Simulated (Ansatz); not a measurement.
## LiPb: pressure against volume

A database entry relaxed whole under r2SCAN (Pm-3m):

```
Li Pb
1.0
     3.54008    0.00000    0.00000
     0.00000    3.54008    0.00000
     0.00000    0.00000    3.54008
Li Pb
1 1
Direct
  0.50000 0.50000 0.50000
  0.00000 0.00000 0.00000
```

The cell was scaled uniformly, its shape held, and the atoms relaxed at each volume with plane-wave PAW DFT (Ansatz 0.2.0; r2SCAN, 500 eV, 10×10×10 Γ-centred mesh, fermi-dirac occupations of width 0.100 eV; no spin, no spin-orbit coupling). One row is withheld.

```tsv
volume (Å³/atom)	energy over the lowest (meV/atom)	pressure (GPa)
20.852	9.2	2.45
21.295	3.8	1.53
21.739	0.8	0.71
22.183	0.0	-0.03
22.626	?	?
23.070	4.0	-1.28
23.513	8.4	-1.81
```

Question: Fit the pressures of the other rows to the third-order Birch-Murnaghan form.

Answer: With f = [(V₀/V)^(2/3) − 1]/2 and P = 3B₀f(1 + 2f)^(5/2)[1 + 3(B₀′ − 4)f/2], least squares gives V₀ = 22.17 Å³ an atom, B₀ = 35 GPa and B₀′ = 4.5; the rows miss the fit by less than 0.01 GPa. The slope of the energies differs from these pressures by less than 0.05 GPa.

Question: What does the withheld row hold?

Answer: The fit gives -0.69 GPa at 22.626 Å³; the run gave -0.69 GPa and 1.1 meV an atom.

Caveats: the shape of the cell was held; 0 K, fixed nuclei; the symmetry was kept, and this need not be the phase that is stable at 0 K; one mesh for all volumes; pressure is positive in compression.
